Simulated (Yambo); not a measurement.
BP (zinc blende, space group F-43m, No. 216): the exchange self-energy on PBEsol orbitals (Yambo, 6×6×6 mesh) holds the Coulomb divergence, which is integrated with random points (RandQpts).

| random points | exchange-only gap Γ → X (eV) | shift of the valence edge (eV) | gap against the reference (meV) |
|---|---|---|---|
| 1,000 | 7.00 | -1.26 | -235 |
| 10,000 | 7.17 | -1.58 | -59 |
| 100,000 | 7.24 | -1.71 | 10 |
| 1,000,000 | 7.23 | -1.70 | 1 |
| 5,000,000 | 7.23 | -1.70 | reference |

From 100,000 points on, the gap stays within 20 meV of the run with most points. The error is statistical; each row is a single draw, so the rows fix no rate of convergence.

Geometry relaxed with PBEsol; primitive cell a = 3.197 Å, b = 3.197 Å, c = 3.197 Å, α = 60.00°, β = 60.00°, γ = 60.00°.

A shift is the quasiparticle energy of the state minus its PBEsol energy.
